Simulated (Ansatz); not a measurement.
# Cs (hcp type) under strong compression

```
CELL_PARAMETERS angstrom
5.15255 0.00000 0.00000
-2.57627 4.46224 0.00000
0.00000 0.00000 8.34712
ATOMIC_POSITIONS crystal
Cs 0.33333 0.66667 0.25000
Cs 0.66667 0.33333 0.75000
```

The cell comes from a relaxation on PAW files under the same functional, begun from a prototype that needn't be the stable phase.

Its volume is scaled, and at each volume shape and atoms are relaxed on PAW files; all methods then take that cell.

Level of theory: DFT with LDA, scalar-relativistic, in Ansatz 0.2.0; a Γ-centred 9×9×5 k mesh, Fermi–Dirac smearing of 0.1 eV, no spin polarisation. LAPW: all electrons, basis error target 1 meV/atom; PAW: frozen-core files, cutoff 420 eV; crystal datasets: all electrons, by PAW datasets that the program makes for each cell; norm-conserving: pseudopotentials, cutoff 653 eV.

Energies are extrapolated to zero smearing and count from the unscaled cell; pressure is positive in compression; gaps take the mesh and a band path. No temperature or zero-point motion is included.

Spin–orbit coupling is left out, which matters for the heavy atoms. The PAW files were made under PBE.

| V/V0 | V (Å³/atom) | P LAPW (GPa) | ΔE LAPW (eV/atom) | P PAW − LAPW (GPa) | ΔE PAW − LAPW (meV/atom) | space group | shortest distance (Å) |
| --- | --- | --- | --- | --- | --- | --- | --- |
| 1.00 | 95.96 | 0.00 | 0.000 | 0.00 | 0.0 | P6_3/mmc | ? |
| 0.90 | 86.36 | 0.30 | 0.009 | 0.00 | 0.0 | P6_3/mmc | 4.948 |
| 0.80 | 76.77 | 0.75 | 0.040 | 0.00 | 0.0 | P6_3/mmc | 4.758 |
| 0.70 | 67.17 | 1.42 | 0.106 | 0.00 | 0.0 | P6_3/mmc | 4.551 |
| 0.60 | 57.57 | 2.31 | 0.220 | 0.00 | 0.0 | P6_3/mmc | 4.323 |
| 0.50 | 47.98 | 3.37 | 0.388 | 0.00 | 0.1 | P6_3/mmc | ? |
| 0.40 | 38.38 | 4.76 | 0.628 | 0.00 | 0.2 | P6_3/mmc | 3.776 |

(1) Fill in "shortest distance (Å)" for the row "0.50".

(2) Fill in "shortest distance (Å)" for the row "1.00".

(3) At the smallest volume, how far do crystal datasets and norm-conserving lie from LAPW in pressure?

## Answers

(1) 4.068.

(2) 5.125.

(3) crystal datasets: 0.00 GPa; norm-conserving: +0.01 GPa, on a LAPW pressure of 4.76 GPa.
